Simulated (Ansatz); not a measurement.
Data:

MgS (rock salt, space group No. 225), a = b = c = 5.2297 Å, α = β = γ = 90.00°; the cell used has 2 atoms.

This is the PBE-relaxed structure.

Problem. All from DFT-PBE in the program Ansatz with PAW potentials, unless another level is named. Estimate the Debye temperature from the elastic constants.

Solution. 560 K.

Problem. Next, the zero-point energy?

Solution. 40.3 meV/atom.

Space group Fm-3m (rock salt). The PBE relaxation kept the symmetry of its start; phonons on a q-mesh show no instability.

Potentials: the later of the program's two PAW sets.
